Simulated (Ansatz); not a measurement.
Stability checks on a candidate for SnPb2O3

The structure comes from a generated guess, relaxed at this level; another structure or a mixture of phases may lie lower.

These are results of DFT PBE, scalar-relativistic, plane waves, PAW in Ansatz, not measurements. Plane waves to 420 eV, an 8×8×2 mesh through Γ for the 12-atom cell and 0.02 eV Gaussian smearing; no spin polarisation.

```xyz
12
Lattice="3.9871 0.0000 0.0000 0.0000 3.9871 0.0000 0.0000 0.0000 16.4080" Properties=species:S:1:pos:R:3 pbc="T T T"
Sn    0.0000    1.9936   12.1635
Sn    1.9936    0.0000    4.2445
Pb    0.0000    1.9936    1.2157
Pb    0.0000    1.9936    6.5837
Pb    1.9936    0.0000   15.1923
Pb    1.9936    0.0000    9.8243
O     0.0000    0.0000   11.0479
O     0.0000    0.0000    0.0000
O     0.0000    0.0000    5.3600
O     1.9936    1.9936   11.0479
O     1.9936    1.9936    0.0000
O     1.9936    1.9936    5.3600
```

The zero of energy is the elements' standard structures at the same level (O₂ as a molecule); no fitted shifts are applied. The references include grey tin.

Q: These tests were run: energy against the elements; phonons on a 2×2×1 q mesh; elastic tensor. What do they show?

A:

```csv
test,result
energy against the elements,−1.141 eV/atom
phonons on a 2×2×1 q mesh,"no imaginary mode on the mesh, but the interpolation dips to 34i cm⁻¹ between its points"
elastic tensor,least eigenvalue 3 GPa
```

It fails none of these tests outright. Whether a mixture of other phases lies lower isn't tested here. Undecided within the accuracy: phonons on a 2×2×1 q mesh.

No dispersion correction is applied, so the spacing and binding between layers, chains or molecules are poorly described. These runs have no spin–orbit coupling, which can matter for Pb. The run for the phonons used an 8×8×2 k mesh. The run for the elastic tensor used an 8×8×2 k mesh.
